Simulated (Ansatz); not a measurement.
Zn3InGaO6:
```
CELL_PARAMETERS angstrom
      1.64400     0.94916    13.79776
     -1.64400     0.94916    13.79776
      0.00000    -1.89833    13.79776
ATOMIC_POSITIONS crystal
  Zn 0.26111 0.26111 0.26111
  Zn 0.74138 0.74138 0.74138
  Zn 0.86566 0.86566 0.86566
  In 0.00124 0.00124 0.00124
  Ga 0.13688 0.13688 0.13688
  O  0.91328 0.91328 0.91328
  O  0.08949 0.08949 0.08949
  O  0.18452 0.18452 0.18452
  O  0.80376 0.80376 0.80376
  O  0.69420 0.69420 0.69420
  O  0.30851 0.30851 0.30851
```

Relaxed with r²SCAN. Independent-particle spectrum: no excitons, no local fields, no scissors shift; 0.1 eV broadening; ε₁ of the summed bands alone.

Q: Tabulate the dielectric function from DFT-r²SCAN in the program Ansatz with PAW potentials.

A: 

```csv
E (eV),ε₁ xx,ε₂ xx,ε₁ zz,ε₂ zz
0.0,3.89,0.00,3.88,0.00
0.4,3.91,0.00,3.90,0.00
0.8,3.96,0.00,3.95,0.00
1.2,4.08,0.00,4.05,0.00
1.6,4.41,0.16,4.24,0.00
2.0,4.36,0.60,4.83,0.24
2.4,4.16,0.70,4.54,1.00
2.8,4.15,0.76,4.23,1.18
3.2,4.18,0.92,4.06,1.21
3.6,4.11,1.03,3.94,1.28
4.0,4.04,1.15,3.84,1.35
4.4,4.03,1.23,3.77,1.38
4.8,3.98,1.35,3.73,1.41
5.2,3.94,1.37,3.74,1.47
5.6,4.08,1.51,3.76,1.55
6.0,4.07,1.72,3.80,1.68
6.4,4.04,2.03,3.88,1.88
6.8,3.97,2.12,3.72,2.25
7.2,3.89,2.46,3.62,2.47
7.6,3.56,2.80,3.26,2.65
8.0,3.38,2.90,3.12,2.83
8.4,3.27,2.85,2.60,2.72
8.8,3.27,3.50,2.79,2.57
9.2,2.54,2.98,2.58,2.46
9.6,2.85,3.11,2.52,2.85
10.0,2.47,3.48,2.63,2.55
10.4,2.24,3.33,2.30,2.83
10.8,2.17,3.60,2.38,2.54
11.2,1.89,3.66,2.49,2.98
11.6,1.13,3.45,2.15,3.08
12.0,1.23,3.06,2.13,3.02
```

Q: From ε at 2.5 eV (xx: 4.15 + 0.71i), find n, k, the normal reflectivity and the absorption coefficient.

A: n = 2.04, k = 0.174, R = 12 %, α = 2kE/ħc = 44000 cm⁻¹.

With all bands, ε∞ without local fields is 4.12 (xx = yy), 4.11 (zz).

Space group R3m. The first step of the workflow began from a Materials Project structure, measured or hypothetical; the Crystallography Open Database copy checked does not list it. Its standing as an ambient phase is unchecked. The r²SCAN relaxation kept the symmetry of its start; its stability against distortions is not shown here. Spin–orbit coupling is left out wherever it is not named.

Potentials: the later of the program's two PAW sets.
